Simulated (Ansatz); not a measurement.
ZrTa:
```xyz
2
Lattice="3.3966 0.0000 0.0000 0.0000 3.3966 0.0000 0.0000 0.0000 3.3966" Properties=species:S:1:pos:R:3 pbc="T T T"
Ta     0.0000     0.0000     0.0000
Zr     1.6983     1.6983     1.6983
```

Relaxed with PBEsol. Special points in fractions of this cell's reciprocal vectors: Γ (0.000, 0.000, 0.000); X (0.000, 0.500, 0.000); M (0.500, 0.500, 0.000); R (0.500, 0.500, 0.500).

### Question
List the band energies nearest the Fermi level at these points for PBEsol in the plane-wave PAW code Ansatz.

### Answer
In eV from the Fermi level; about four levels below and three above (degenerate sets whole), none deeper than 8.9 eV; points with the same levels are listed once.

| k | below | above |
|---|---|---|
| Γ | -6.67 -3.34 -3.34 | 0.93 0.93 0.93 |
| X | -3.27 -2.52 -1.03 -0.29 | 1.14 1.14 1.74 1.74 |
| M | -4.05 -3.32 -1.18 -1.18 | 1.86 1.86 3.51 |
| R | -0.89 -0.89 -0.89 -0.78 -0.78 -0.78 | 4.41 4.41 5.51 5.51 |

Space group Pm-3m (CsCl type). The start of the workflow was typed in or built on a structure type; neither database checked (COD, Materials Project) lists it. Whether it is the stable phase at ambient conditions was not checked. The cell was relaxed with PBEsol under the symmetry of its start; whether a distortion lowers the energy is not shown. The run is not spin-polarised. Its formation energy is positive at this level, so the cell may be metastable or incomplete. Scalar-relativistic: spin–orbit coupling is off unless named, which matters more the heavier the elements.

Potentials: the earlier of the program's two PAW sets. The files were generated under PBE; for other functionals the program regenerates the frozen cores, and for LDA and PBEsol the local potential too.
